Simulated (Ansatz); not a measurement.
Sb (fcc (Cu type), Fm-3m) at seven volumes, r²SCAN+D4 in the plane-wave PAW code Ansatz, scaled uniformly. One row is withheld.

```csv
V (Å³/atom),P (GPa)
24.345,7.35
25.148,4.39
25.950,2.03
26.753,0.00
27.556,-1.78
28.358,?
29.161,-4.62
```

### Question
Fit the shown pressures and predict the withheld one.

### Answer
P = (3/2)B₀(x^(7/2) − x^(5/2))[1 + (3/4)(B′ − 4)(x − 1)] with x = (V₀/V)^(2/3). Least squares on the six rows gives V₀ = 26.738 Å³/atom, B₀ = 63.8 GPa, B′ = 4.27. At V = 28.358, x = 0.9615 and P = -3.31 GPa. The run itself gave -3.32 GPa.

The workflow started from an entry of the Crystallography Open Database (COD), which files this formula under 5 space groups. It is not the phase usual at ambient conditions (space group No. 166). The r²SCAN+D4 relaxation kept the symmetry of its start. At this level the phase is mechanically unstable. Scalar-relativistic: spin–orbit coupling is off unless named, which matters more the heavier the elements.

Potentials: the later of the program's two PAW sets.
